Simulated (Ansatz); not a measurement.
**CeO2 in the CdI2-type structure**

The computed numbers are results of PBEsol, scalar-relativistic (no spin polarisation) in the plane-wave PAW code Ansatz at 420 eV, 12×12×8 k-mesh. The datasets are Ansatz's generated set soft_2.

```
Ce O
1.0
     3.58212    0.00000    0.00000
    -1.79106    3.10221    0.00000
     0.00000    0.00000    5.14651
Ce O
1 2
Direct
  0.00000 0.00000 0.00000
  0.33333 0.66667 0.17316
  0.66667 0.33333 0.82684
```

The start was a prototype's sites filled with these elements. The Crystallography Open Database lists the compound in space group Fm-3m, so this is a trial structure.

(1) What is the high-frequency dielectric tensor ε∞ (density-functional perturbation theory, local fields included)?

(2) What is the static dielectric tensor, the lattice's part included?

(3) Give the Born effective charges (a third of the trace, site by site).

(4) List the optical modes at the zone centre without the LO–TO term, with degeneracy and infrared intensity.

(5) Sketch the imaginary part of the dielectric function for independent particles (no excitons, no local fields), averaged over directions.

Answers:

(1) 
```
5.90 0.00 0.00
0.00 5.90 0.00
0.00 0.00 2.38
```

(2) 
```
22.05  0.00  0.00
 0.00 22.05  0.00
 0.00  0.00  3.37
```

(3) Ce 4.96; O -2.48 e.

(4) 
| ω (cm⁻¹) | degeneracy | IR intensity ((D/Å)²/u) |
| --- | --- | --- |
| 293 | 2 | 74.47 |
| 340 | 2 | 0.00 |
| 352 | 1 | 3.28 |
| 434 | 1 | 0.00 |

(5) On a grid of 0.25 eV up to 12 eV it peaks at 3.25 eV with ε2 = 6.7; the gap on the mesh is 2.45 eV, and the smallest direct one, where absorption can begin, 2.62 eV.
(ħω (eV), ε2): (0.00, 0.00), (0.50, 0.00), (1.00, 0.00), (1.50, 0.00), (2.00, 0.00), (2.50, 0.13), (3.00, 5.84), (3.50, 4.95), (4.00, 3.78), (4.50, 3.37), (5.00, 2.86), (5.50, 2.98), (6.00, 2.16), (6.50, 2.82), (7.00, 3.74), (7.50, 2.11), (8.00, 1.59), (8.50, 3.77), (9.00, 4.13), (9.50, 3.12), (10.00, 2.50), (10.50, 1.51), (11.00, 3.04), (11.50, 3.15), (12.00, 2.23)

The principal values of ε∞, 2.38, 5.90, give refractive indices of 1.54, 2.43 below the gap, so the crystal is birefringent.

The mean Born charge of Ce is 4.96 against a formal +4. It exceeds the formal charge because moving the ion changes its mixing with the anions' p states, and electrons flow along the bond.

No spin–orbit coupling, a notable omission for heavy elements.
